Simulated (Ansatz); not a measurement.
**A table of calculated 17O parameters**

The numbers come from a DFT calculation in Ansatz (r2SCAN, plane waves and PAW, scalar-relativistic, 500 eV cutoff). Q = -25.58 mb (Pyykkö 2018), I = 5/2. The cells come from the COD and the Materials Project (computed, not necessarily observed phases), with the atoms as given or relaxed (PBE, cell held). Calculated pressures reach 4 GPa in size and forces 0.5 eV/Å in them. Spin–orbit coupling is left out, which moves gradients at and beside heavy atoms (Ba, Bi, Ce) by some per cent and at some sites by far more. At most two sites a crystal are listed; metals, magnetic cells and gradients under 0.03 × 10²¹ V/m² (0.12 where the gap is under 1 eV) that symmetry doesn't force to zero are left out, and those under about 0.1 are uncertain even in sign.

```csv
crystal,space group,first shell of O,C_Q (MHz),η
CdHC2O3,P2_1/c,1 C at 1.26 Å; also 2 Cd at 2.43–2.55 Å,8.36,0.55
K2Se2O7,C2/c,1 Se at 1.63 Å; also 3 K at 2.73–2.85 Å,-11.1,0.12
S4I2O15,P1,1 S at 1.44 Å,-8.25,0.19
VBiO4,I4_1/a,1 V at 1.73 Å; also 2 Bi at 2.44–2.49 Å,?,?
BaSrCeZrO6,P-1,"1 Zr at 2.15 Å, 1 Ce at 2.28 Å; also 2 Sr at 2.62–3.10 Å, 1 Ba at 2.92 Å",0.430,0.87
BaSrCeZrO6,P-1,"1 Zr at 2.13 Å, 1 Ce at 2.26 Å, angle 156°; also 1 Sr at 2.68 Å, 1 Ba at 2.69 Å",-0.523,0.12
H4NClO,P2_1/c,"1 H at 1.01 Å, 1 N at 1.41 Å, angle 104°; also 3 H at 1.97–2.02 Å",?,?
K2Se2O7,C2/c,"2 Se at 1.81 Å, angle 123°",-10.1,0.90
NaCaCeBiO6,P-4n2,"1 Bi at 2.12 Å, 1 Ce at 2.20 Å, angle 180°; also 2 Na at 2.95 Å, 2 Ca at 2.95 Å",-5.10,0.36
S4I2O15,P1,"1 S at 1.61 Å, 1 I at 1.98 Å, angle 123°",-10.9,0.75
CdHC2O3,P2_1/c,"1 H at 0.98 Å, 3 Cd at 2.22–2.29 Å",-5.74,0.05
NaCaCeBiO6,P-4n2,"1 Bi at 2.14 Å, 1 Ce at 2.24 Å, 1 Ca at 2.48 Å, 1 Na at 2.72 Å",-5.82,0.26
CaO,Fm-3m,6 Ca at 2.41 Å,?,?
```

**Question.** Estimate the withheld values.

**Answer.** VBiO4 (1 V at 1.73 Å; also 2 Bi at 2.44–2.49 Å): C_Q = 2.54 MHz, η = 0.45; H4NClO (1 H at 1.01 Å, 1 N at 1.41 Å, angle 104°; also 3 H at 1.97–2.02 Å): C_Q = -16.1 MHz, η = 0.79; CaO (6 Ca at 2.41 Å): C_Q = 0 MHz, η = –.

By the number of first neighbours, |C_Q| spans 2.5 to 11 MHz with 1, 0.43 to 16 MHz with 2, 5.7 to 5.8 MHz with 4.

The crystals are a selection from a larger pool of database entries, not a random sample of it.
